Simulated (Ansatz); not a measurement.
## What one resistivity implies

Surface loss at microwave frequencies, Drude damping in the near infrared and electronic heat conduction all follow from the resistivity and the plasma energy of a metal.

fcc Ag serves as the reference. Frequency 100 GHz, photon energy 1.2 eV, T = 300 K, Lorenz number 2.44×10⁻⁸ WΩ/K². All rows are cubic metals, run without spin polarisation.

Methods, by column (Ansatz, a plane-wave PAW program): resistivity, plasma energy, N(E_F): PBEsol, Boltzmann equation with harmonic phonons, 300 K, mean over directions.

Working rules: R_s = √(πfμ₀ρ) = 6.283 mΩ × √(f ρ); ħγ = ħε₀ω_p²ρ = 0.1345 meV × (ħω_p)² ρ; quality = ω/γ; κ_e = L₀T/ρ = 732/ρ.

```tsv
crystal	ρ (μΩ·cm)	ħω_p (eV)	N(E_F) (states/eV/atom)	surface resistance (mΩ)	damping ħγ (meV)	Drude quality	electronic κ (W/(m·K))
LiHg (CsCl type)	8.8	8.4	0.30	190	83.5	14	83
LuHg (CsCl type)	25	5.0	0.63	310	84.1	14	29
fcc Ag, reference	1.6	9.2	0.26	79	18.2	66	460
ScHg (CsCl type)	37	4.4	1.14	380	96.3	12	20
PtHg4 (Im-3m, cI10)	21	3.4	0.24	290	32.7	37	35
```

Whether these are the forms stable at ambient conditions was not checked: LiHg (CsCl type); LuHg (CsCl type); ScHg (CsCl type); PtHg4 (Im-3m, cI10). Spin–orbit coupling is left out unless named.

The steps for PtHg4 (Im-3m, cI10):

R_s = 6.283 × √(100 × 21) = 290 mΩ; ħγ = 0.1345 × 3.4² × 21 = 32.7 meV; Drude quality: 1200/32.7 = 37; κ_e = 732/21 = 35 W/(m·K).

For fcc Ag, step by step:

1. R_s = 6.283 × √(100 × 1.6) = 79 mΩ
2. ħγ = 0.1345 × 9.2² × 1.6 = 18.2 meV
3. Drude quality: 1200/18.2 = 66
4. κ_e = 732/1.6 = 460 W/(m·K)

By Drude quality (highest first): fcc Ag (66 ± 12), PtHg4 (Im-3m, cI10) (37 ± 6.9), LiHg (CsCl type) (14 ± 2.7) ≈ LuHg (CsCl type) (14 ± 2.7) ≈ ScHg (CsCl type) (12 ± 2.3). The ± follows from allowances picked for this note (resistivity 12 %, plasma energy 4 %, 12 % for the model), carried to first order and added in quadrature; ≈ joins neighbours closer than their two ± added in quadrature. 0 of the 4 others clearly beat the reference on this figure.

Pareto front for high Drude quality and high plasma energy: fcc Ag (66, 9.2). The reference is on the front.

Only phonon scattering is included, so films lose more. Interband absorption, often the larger optical loss, is outside the Drude quality. Resistivities move by up to 12 % from half the mesh. The rows are a sample of cubic metals; oxides, V to Ni (no spin in these runs) and Tl, Pb, Bi were not drawn. Limits of the draw: cubic metals without O, V to Ni, Tl, Pb or Bi. As a rule kept out of such tables: 4f compounds, open-shell compounds run without a Hubbard term, cells found unstable in the tests at hand, cells close to a higher symmetry, and runs set to a pressure or over 12 % in volume from the crystal's fullest run.
